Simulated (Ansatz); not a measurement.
TiAl3 (D022 type, space group I4/mmm)

```
CELL_PARAMETERS angstrom
     -1.91209     1.91209     4.28030
      1.91209    -1.91209     4.28030
      1.91209     1.91209    -4.28030
ATOMIC_POSITIONS crystal
  Al 0.50000 0.50000 0.00000
  Al 0.75000 0.25000 0.50000
  Al 0.25000 0.75000 0.50000
  Ti 0.00000 0.00000 0.00000
```

In each cell atom 2 (Al, nearest neighbour Al at 2.704 Å; its periodic images, 3.8 Å or more away, move with it) moves by s·(-0.707, -0.707, 0.000) (towards the nearest neighbour), the rest being held.

Method: r2SCAN (plane waves to 500 eV, PAW, scalar-relativistic; Ansatz, a first-principles code). k mesh 14×14×14 (Γ-centred), Fermi-Dirac smearing 0.05 eV. Energies are smeared free energies. With partly filled bands, energies and forces of such displacements shift with the k mesh and the smearing. TiAl3 is run without spin polarisation. TiAl3 was relaxed with its symmetry unable to fall. ΔE is measured from the undisplaced structure.

Successive frames, forces in eV/Å:

```json
[
 {"frame": "s = -0.540 Å", "ΔE (meV/cell)": "1371", "F on Al1": "(0.371, 0.371, 0.000)", "F on Al2": "(-4.291, -4.291, 0.000)", "F on Al3": "(3.157, 3.157, 0.000)", "F on Ti4": "(0.763, 0.763, 0.000)"},
 {"frame": "s = -0.432 Å", "ΔE (meV/cell)": "817", "F on Al1": "(0.318, 0.318, 0.000)", "F on Al2": "(-3.021, -3.021, 0.000)", "F on Al3": "(2.078, 2.078, 0.000)", "F on Ti4": "(0.626, 0.626, 0.000)"},
 {"frame": "s = -0.324 Å", "ΔE (meV/cell)": "434", "F on Al1": "(0.251, 0.251, 0.000)", "F on Al2": "(-2.036, -2.036, 0.000)", "F on Al3": "(1.310, 1.310, 0.000)", "F on Ti4": "(0.475, 0.475, 0.000)"},
 {"frame": "s = -0.216 Å", "ΔE (meV/cell)": "185", "F on Al1": "(0.173, 0.173, 0.000)", "F on Al2": "(-1.251, -1.251, 0.000)", "F on Al3": "(0.759, 0.759, 0.000)", "F on Ti4": "(0.318, 0.318, 0.000)"}
]
```

**Question.** What are the energy and the forces in the next frame, s = -0.108 Å?

**Answer.** ΔE (meV/cell) = 45.

```csv
atom,Fx,Fy,Fz
Al1,0.089,0.089,0.000
Al2,-0.594,-0.594,0.000
Al3,0.346,0.346,0.000
Ti4,0.159,0.159,0.000
```

(For displaced atoms, the force is minus the slope of the energy, and its curvature is a force constant, which sets phonon frequencies.)
